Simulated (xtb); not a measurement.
xtb single point, GFN2-xTB, ALPB implicit water, on hydrosulfide, HS (SMILES [SH-]), charge -1, multiplicity 1.

```
xtb m.xyz --gfn 2 --chrg -1 --uhf 0 --norestart --sp --alpb water

2

S      0.668335    -0.000003    -0.000002
H     -0.668335     0.000003     0.000002
```

It prints:

```

          ...................................................
          :                      SETUP                      :
          :.................................................:
          :  # basis functions                  11          :
          :  # atomic orbitals                  10          :
          :  # shells                            4          :
          :  # electrons                         8          :
          :  max. iterations                   250          :
          :  Hamiltonian                  GFN2-xTB          :
          :  restarted?                      false          :
          :  GBSA solvation                   true          :
          :  PC potential                    false          :
          :  electronic temp.          300.0000000     K    :
          :  accuracy                    1.0000000          :
          :  -> integral cutoff          0.2500000E+02      :
          :  -> integral neglect         0.1000000E-07      :
          :  -> SCF convergence          0.1000000E-05 Eh   :
          :  -> wf. convergence          0.1000000E-03 e    :
          :  Broyden damping             0.4000000          :
          :  net charge                         -1          :
          :  unpaired electrons                  0          :
          ...................................................

 iter      E             dE          RMSdq      gap      omega  full diag
   1     -4.0607825 -0.406078E+01  0.827E+00    5.93       0.0  T
   2     -4.0616481 -0.865507E-03  0.439E+00    5.60       1.0  T
   3     -4.0619977 -0.349668E-03  0.393E-01    5.19       1.0  T
   4     -4.0619995 -0.182874E-05  0.927E-02    5.17       1.0  T
   5     -4.0620000 -0.476727E-06  0.368E-02    5.17       1.9  T
   6     -4.0620001 -0.119039E-06  0.126E-02    5.17       5.6  T
   7     -4.0620002 -0.989622E-08  0.180E-03    5.17      39.2  T
   8     -4.0620002 -0.120826E-09  0.660E-04    5.17     107.1  T
   9     -4.0620002 -0.733245E-10  0.466E-06    5.17   15173.2  T

   *** convergence criteria satisfied after 9 iterations ***

         #    Occupation            Energy/Eh            Energy/eV
      -------------------------------------------------------------
         1        2.0000           -0.6299799             -17.1426
         2        2.0000           -0.4251960             -11.5702
         3        2.0000           -0.2956231              -8.0443
         4        2.0000           -0.2956231              -8.0443 (HOMO)
         5                         -0.1055139              -2.8712 (LUMO)
         6                          0.0341131               0.9283
         7                          0.0341131               0.9283
         8                          0.0531963               1.4475
         9                          0.0531963               1.4475
        10                          0.4837073              13.1623
      -------------------------------------------------------------
                  HL-Gap            0.1901092 Eh            5.1731 eV
             Fermi-level           -0.2005685 Eh           -5.4577 eV


         :::::::::::::::::::::::::::::::::::::::::::::::::::::
         ::                     SUMMARY                     ::
         :::::::::::::::::::::::::::::::::::::::::::::::::::::
         :: total energy              -4.052917523860 Eh    ::
         :: total w/o Gsasa/hb        -4.057149168006 Eh    ::
         :: gradient norm              0.001719592341 Eh/a0 ::
         :: HOMO-LUMO gap              5.173134844986 eV    ::
         ::.................................................::
         :: SCC energy                -4.062000153869 Eh    ::
         :: -> isotropic ES            0.162576837770 Eh    ::
         :: -> anisotropic ES         -0.001327183175 Eh    ::
         :: -> anisotropic XC          0.002939712373 Eh    ::
         :: -> dispersion             -0.000242788090 Eh    ::
         :: -> Gsolv                  -0.102878981687 Eh    ::
         ::    -> Gelec               -0.107110625833 Eh    ::
         ::    -> Gsasa                0.003342206954 Eh    ::
         ::    -> Ghb                 -0.000191322507 Eh    ::
         ::    -> Gshift               0.001080759698 Eh    ::
         :: repulsion energy           0.009082630008 Eh    ::
         :: add. restraining           0.000000000000 Eh    ::
         :: total charge              -1.000000000000 e     ::
         :::::::::::::::::::::::::::::::::::::::::::::::::::::

           -------------------------------------------------
          |                Property Printout                |
           -------------------------------------------------

    * Orbital Energies and Occupations

         #    Occupation            Energy/Eh            Energy/eV
      -------------------------------------------------------------
         1        2.0000           -0.6299799             -17.1426
         2        2.0000           -0.4251960             -11.5702
         3        2.0000           -0.2956231              -8.0443
         4        2.0000           -0.2956231              -8.0443 (HOMO)
         5                         -0.1055139              -2.8712 (LUMO)
         6                          0.0341131               0.9283
         7                          0.0341131               0.9283
         8                          0.0531963               1.4475
         9                          0.0531963               1.4475
        10                          0.4837073              13.1623
      -------------------------------------------------------------
                  HL-Gap            0.1901092 Eh            5.1731 eV
             Fermi-level           -0.2005685 Eh           -5.4577 eV

     #   Z          covCN         q      C6AA      α(0)
     1  16 S        0.923    -1.047   191.151    23.385
     2   1 H        0.923     0.047     2.362     2.403

 Mol. C6AA /au·bohr⁶  :        235.921448
 Mol. C8AA /au·bohr⁸  :      10425.309036
 Mol. α(0) /au        :         25.788279

Wiberg/Mayer (AO) data.
largest (>0.10) Wiberg bond orders for each atom

 ---------------------------------------------------------------------------
     #   Z sym  total        # sym  WBO       # sym  WBO       # sym  WBO
 ---------------------------------------------------------------------------
     1  16 S    0.998 --     2 H    0.998
     2   1 H    0.998 --     1 S    0.998
 ---------------------------------------------------------------------------


molecular dipole:
                 x           y           z       tot (Debye)
 q only:       -1.381       0.000       0.000
   full:       -1.571       0.000       0.000       3.993
molecular quadrupole (traceless):
                xx          xy          yy          xz          yz          zz
 q only:       -1.595       0.000       0.798       0.000      -0.000       0.798
  q+dip:       -1.819       0.000       0.909       0.000      -0.000       0.909
   full:       -0.923       0.000       0.461       0.000      -0.000       0.461

           -------------------------------------------------
          | TOTAL ENERGY               -4.052917523860 Eh   |
          | GRADIENT NORM               0.001719592341 Eh/α |
          | HOMO-LUMO GAP               5.173134844986 eV   |
           -------------------------------------------------
```

The total energy is -110.29 eV, -2.80 eV from the same level's vacuum run.
